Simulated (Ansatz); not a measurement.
Cell and atoms are relaxed with the symmetry kept. Start:

```cif
data_structure
_symmetry_space_group_name_H-M 'Im-3m'
_symmetry_Int_Tables_number 229
_cell_length_a 5.6063
_cell_length_b 5.6063
_cell_length_c 5.6063
_cell_angle_alpha 90.000
_cell_angle_beta 90.000
_cell_angle_gamma 90.000
_cell_volume 176.21
loop_
_atom_site_label
_atom_site_type_symbol
_atom_site_symmetry_multiplicity
_atom_site_Wyckoff_symbol
_atom_site_fract_x
_atom_site_fract_y
_atom_site_fract_z
_atom_site_occupancy
Fe1 Fe 2 a 0.00000 0.00000 0.00000 1
Fe2 Fe 8 c 0.25000 0.25000 0.75000 1
Co1 Co 6 b 0.50000 0.00000 0.00000 1
```

The calculation used DFT PBEsol, scalar-relativistic, plane waves, PAW (Ansatz 0.2.0).

Settings: cutoff 420 eV, Γ-centred mesh 10×10×10 on the computed 8-atom cell, Gaussian smearing of 0.10 eV; collinear spin from starting moments 2.61 2.95 2.95 2.95 2.95 1.99 1.99 1.99 μB.

Task: What does it relax to?

Result: The volume rises by 0.02 Å³/atom to 11.03 Å³/atom, and the energy changes by under 0.1 meV/atom. The cell ends with a moment of 18.28 μB (only this magnetic start was tried). Final structure:
Space group Im-3m (No. 229). a = 5.609 Å, b = 5.609 Å, c = 5.609 Å, α = 90.00°, β = 90.00°, γ = 90.00°
```
atom site symmetry x y z
  Fe    2a m-3m  0.0000  0.0000  0.0000
  Fe    8c      .-3m  0.2500  0.2500  0.7500
  Co    6b    4/mm.m  0.5000  0.0000  0.0000
```

Only parallel moments were tried here.

Cost: 1 run of about 4.3 core-minutes, on Intel Xeon Platinum 8375C (Ice Lake) (shared hosts).